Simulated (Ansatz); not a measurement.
InPd2 in space group Pnma (No. 62; In on 4c, Pd on 4c, Pd on 4c) under volume change, PBEsol (plane waves, PAW; program Ansatz), shape and atoms relaxed at each volume.

```csv
V (Å³/atom),E − E(relaxed) (meV/atom),P (GPa)
14.711,78.1,18.99
15.196,32.4,11.43
15.681,7.6,5.17
16.166,0.0,0.00
16.651,6.7,-4.26
17.136,…,…
17.621,…,…
```

### Question
Fill in the missing entries.

### Answer

- 17.621, E − E(relaxed) (meV/atom): 53.0
- 17.621, P (GPa): -10.61
- 17.136, E − E(relaxed) (meV/atom): 25.0
- 17.136, P (GPa): -7.76

### Question
What does a third-order Birch–Murnaghan fit give for V₀, B₀ and B′?

### Answer
V₀ = 16.17 Å³/atom, B₀ = 156 GPa, B′ = 5.4.

The first step of the workflow began from a Materials Project structure, measured or hypothetical; the Crystallography Open Database copy checked does not list it. Its standing as an ambient phase is unchecked. The cell was relaxed with PBEsol under the symmetry of its start; whether a distortion lowers the energy is not shown. The run is not spin-polarised.

Potentials: the later of the program's two PAW sets.
